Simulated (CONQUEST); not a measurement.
Set-up for a self-consistent single point of ZnS (F-43m, 8 atoms in the cell; from Materials Project mp-10695, changed as shown).

```yaml
crystal:
  lattice:
    - [5.29633, 0.00000, 0.00000]
    - [0.00000, 5.29633, 0.00000]
    - [0.00000, 0.00000, 5.29633]
  atoms:
    - { symbol: Zn, position: [0.00000, 0.00000, 0.00000] }
    - { symbol: Zn, position: [0.00000, 0.50000, 0.50000] }
    - { symbol: Zn, position: [0.50000, 0.00000, 0.50000] }
    - { symbol: Zn, position: [0.50000, 0.50000, 0.00000] }
    - { symbol: S, position: [0.25000, 0.25000, 0.75000] }
    - { symbol: S, position: [0.25000, 0.75000, 0.25000] }
    - { symbol: S, position: [0.75000, 0.25000, 0.25000] }
    - { symbol: S, position: [0.75000, 0.75000, 0.75000] }
```

All values come from this method and carry its errors: CONQUEST 1.3 with PBE, numerical atomic orbitals double-zeta with polarisation (the shipped basis), PseudoDojo norm-conserving potentials made for PBE.

CONQUEST settings:

```
key                                             value
---------------------  ------------------------------
basis                                             DZP
Diag.MPMeshX, Y, Z                              5 5 5
potentials             PseudoDojo norm-conserving PBE
Grid.GridCutoff                                140 Ha
DM.SolutionMethod                              diagon
Diag.kT                                     0.0001 Ha
Diag.GammaCentred                                true
minE.SCTolerance                              1.0e-06
SC.MaxIters                                       100
SC.LinearMixingFactor                             0.3
AtomMove.TypeOfRun                             static
```

Results:

| Quantity | Result |
|---|---|
| Number of valence electrons | 104 |
| Number of bands | 128 |
| Number of k-points after the program's reduction | 63 |
| Size of the basis | 128 |
| Number of SCF iterations | 8 |
| FFT grid | 60 × 60 × 60 |
| Free energy E − TS | -23958.0438 eV |
| Pressure | 9.39 GPa |

Stress (GPa, positive for compression):
```
9.39  0.00  0.00
0.00  9.39  0.00
0.00  0.00  9.39
```

For comparison: a first run was changed to give this one (volume scaled by 0.99), and from it to this one the free energy goes up by 10.4 meV/atom and the pressure goes from 8.41 to 9.39 GPa.

The program uses no crystal symmetry, so grid and mesh can part values that symmetry would make equal. The atom-centred basis is finite, which shifts total energies and pressures against plane waves. The structure comes from a collection of computed structures, made at another level of theory; the collection holds predicted forms beside known ones. Its lattice was then scaled.

Cost on one core: roughly 60 core-seconds.
